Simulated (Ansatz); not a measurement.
A: CsSnI3 (cubic perovskite), a = 6.2712 Å, b = 6.2712 Å, c = 6.2712 Å, α = 90.00°, β = 90.00°, γ = 90.00°
B: CuI (zinc blende), a = 6.0778 Å, b = 6.0778 Å, c = 6.0778 Å, α = 90.00°, β = 90.00°, γ = 90.00°
C: Mg₂Si (antifluorite type, space group Fm-3m), a = b = c = 6.364 Å, α = β = γ = 90.00°
D: Mo (bcc, W type), a = 3.161 Å, b = 3.161 Å, c = 3.161 Å, α = 90.00°, β = 90.00°, γ = 90.00°

Scan: energy over volume and axial ratio (atoms clamped). All come from one method, each on a k mesh of its own. All were relaxed with their symmetry unable to fall. CuI is run without spin polarisation. Mo is run without spin polarisation. Spin-orbit coupling is left out. The PAW data are Ansatz's earlier set. This is a high-temperature form of CsSnI3.

Rank these by shear modulus C′ = (C11 − C12)/2 (fitted) (lowest first), as PBE (plane waves to 420 eV, PAW, scalar-relativistic; Ansatz, a first-principles code) gives it.

B (9 GPa), A (16 GPa), C (46 GPa), D (154 GPa)

(A scan under strain: stresses follow from slopes of the energy per volume, elastic moduli from its curvatures.)
